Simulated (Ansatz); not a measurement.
Tl:
```cif
data_Tl2
_chemical_formula_sum 'Tl2'
_space_group_name_H-M_alt 'P63/mmc'
_space_group_IT_number 194
_space_group_name_Hall '-P 6c 2c'
_cell_length_a 3.50004
_cell_length_b 3.50004
_cell_length_c 5.57246
_cell_angle_alpha 90.000
_cell_angle_beta 90.000
_cell_angle_gamma 120.000
loop_
_atom_site_label
_atom_site_type_symbol
_atom_site_symmetry_multiplicity
_atom_site_Wyckoff_symbol
_atom_site_fract_x
_atom_site_fract_y
_atom_site_fract_z
_atom_site_occupancy
Tl1 Tl 2 d 0.66667 0.33333 0.25000 1
```

Relaxed at zero pressure with r²SCAN+D4 (plane waves, PAW; program Ansatz).

The volume is raised by 9 % and shape and atoms relax at that volume. What pressure results, and how do the axes share the change?

-2.3 GPa; a 4.0 %, b 4.0 %, c 0.7 %; the energy rises by 21 meV/atom.

Give the new structure.


Space group P6₃/mmc (No. 194); a = b = 3.641 Å, c = 5.614 Å, α = β = 90.00°, γ = 120.00°

```csv
atom,site,symmetry,x,y,z
Tl,2d,-6m2,0.6667,0.3333,0.2500
```

The phase is kept; no other phase was compared at this pressure.

Space group P6_3/mmc (hcp (Mg type)). Symmetry was held in the r²SCAN+D4 relaxation. The pairwise dispersion correction was not fitted to metals. Axis ratios of metals converge slowly with the k-mesh, so a and c are less sure than the volume. Scalar-relativistic: spin–orbit coupling is off unless named, which matters more the heavier the elements.

Potentials: the later of the program's two PAW sets.
